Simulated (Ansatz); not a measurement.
Method: DFT PBE, scalar-relativistic, plane waves, PAW (Ansatz 0.2.0). Settings: cutoff 420 eV, Γ-centred meshes spaced at most about 0.3 Å⁻¹, and about 0.25 Å⁻¹ or finer for metals (2π included), Gaussian smearing. Collinear spin in cells that started with moments and kept them past the coarse steps, no spin elsewhere.

All energies are static (0 K, no zero-point motion). All come from trial cells, and lower structures may exist.

**Question.** Order these relaxed structures of P₅C by energy, lowest first, with the energy over the lowest of them.
1.

```
P C
1.0
     4.46979    0.00000    0.00000
    -2.23490    3.87096    0.00000
     0.00000    0.00000    5.21828
P C
5 1
Direct
  0.50000 0.00000 0.50000
  0.50000 0.50000 0.50000
  0.00000 0.50000 0.50000
  0.33333 0.66667 0.00000
  0.66667 0.33333 0.00000
  0.00000 0.00000 0.00000
```

2.

```
P C
1.0
     4.30578    0.00000    0.00000
    -2.15289    3.72891    0.00000
     0.00000    0.00000    4.80320
P C
5 1
Direct
  0.66667 0.33333 0.73824
  0.00000 0.00000 0.00000
  0.66667 0.33333 0.26176
  0.33333 0.66667 0.26176
  0.33333 0.66667 0.73824
  0.00000 0.00000 0.50000
```

3.

```
P C
1.0
     5.46503    0.00000    0.00000
    -2.73252    4.73285    0.00000
     0.00000    0.00000    3.03434
P C
5 1
Direct
  0.00000 0.70913 0.00000
  0.70913 0.00000 0.00000
  0.29087 0.29087 0.00000
  0.66667 0.33333 0.50000
  0.33333 0.66667 0.50000
  0.00000 0.00000 0.50000
```

**Answer.** 3 (0 meV/atom), 2 (378 meV/atom), 1 (599 meV/atom). Forms: 3 P-62m, no spin; 2 P6/mmm, no spin; 1 P6/mmm, moments up to 0.4 μB. Counting P atoms around C (those within 1.25 times the shortest such distance or 1.15 times the sum of covalent radii; a plus sign parts nearer from farther groups; the shortest distance is added where it exceeds 1.18 times the sum of covalent radii): cell 3 has C 6 from 2.2 Å; cell 2 has C 2+12 from 2.4 Å; cell 1 has C 6 from 2.6 Å. Cell 2 holds P–P pairs (shortest 2.29 Å); cell 1 holds P–P nets (shortest 2.23 Å) (bonds between like non-metal atoms; other contacts aren't counted). Even the lowest lies +0.88 eV/atom against the elements.

Weakly bound directions are ill-defined at this level, which has no dispersion term (P6/mmm at 15.0 Å³/atom), and this can change margins and order among such cells. In P-62m, P6/mmm at 12.9 Å³/atom an odd number of electrons in the primitive cell allows no gap without spin; a larger cell or a magnetic state could open one. A magnetic state wasn't ruled out in cells without spin, among them P6/mmm at 12.9 Å³/atom. Another magnetic order may lie lower. Cells relaxed within their symmetry can be saddle points. Some structure types and database cells were kept out of the candidates from the start, so a known form may be missing.
